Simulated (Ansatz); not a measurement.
# Property card for GeAs

GeAs:
```xyz
12
Lattice="7.4947 1.9002 0.0000 -7.4947 1.9002 0.0000 -1.3973 0.0000 9.1770" Properties=species:S:1:pos:R:3 pbc="T T T"
Ge     0.5863     1.9002     8.5062
Ge    -1.9836     1.9002     0.6709
Ge     2.6295     1.9002     7.1923
Ge    -4.0269     1.9002     1.9847
Ge    -7.2764     1.9002     5.3989
Ge     5.8791     1.9002     3.7782
As    -8.2324     1.9002     7.6802
As     6.8351     1.9002     1.4968
As    -3.3309     1.9002     7.3990
As     1.9336     1.9002     1.7781
As     1.7144     1.9002     4.9302
As    -3.1117     1.9002     4.2469
```

Space group C2/m (No. 12); conventional cell a = 14.989 Å, b = 3.800 Å, c = 9.283 Å, α = γ = 90.00°, β = 98.66°.

Method: LDA (plane waves, PAW; program Ansatz). Structure relaxed to zero pressure with the same functional. Other levels are named where they apply.

### Cell and energy

- Volume per atom: 21.78 Å³
- Density: 5.62 g/cm³
- Formation energy from the elements (no fitted shifts): -0.023 eV/atom

### Electronic structure

Band gap: 0.09 eV (indirect)
Valence-band maximum: off the standard path, at k = (0.427, 0.497, 0.302) in fractions of the reciprocal vectors
Conduction-band minimum: at M2 (k = 0.500, 0.500, 0.500 in fractions of the reciprocal vectors)
Smallest direct gap on the standard path: 0.19 eV
Electron effective mass: 0.062, 0.073, 0.18 mₑ (principal values)
Hole effective mass: 0.11, 0.35, 0.50 mₑ (principal values)

### Mechanics

- Bulk modulus (Birch–Murnaghan fit) = 38.1 GPa
- Pressure derivative B′ = 10.0

The start of the workflow was typed in or built on a structure type; neither database checked (COD, Materials Project) lists it. Its standing as an ambient phase is unchecked. Symmetry was held in the LDA relaxation; its stability against distortions is not shown here. The volume moved by -23 % from the start of the relaxation. A crystal of weakly bound layers computed without a dispersion correction: the cell and the soft elastic constants depend strongly on that. The references are the lowest solids computed at this level, not always the standard phases. Scalar-relativistic: spin–orbit coupling is off unless named, which matters more the heavier the elements.

Potentials: the earlier of the program's two PAW sets. The files were generated under PBE; for other functionals the program regenerates the frozen cores, and for LDA and PBEsol the local potential too.
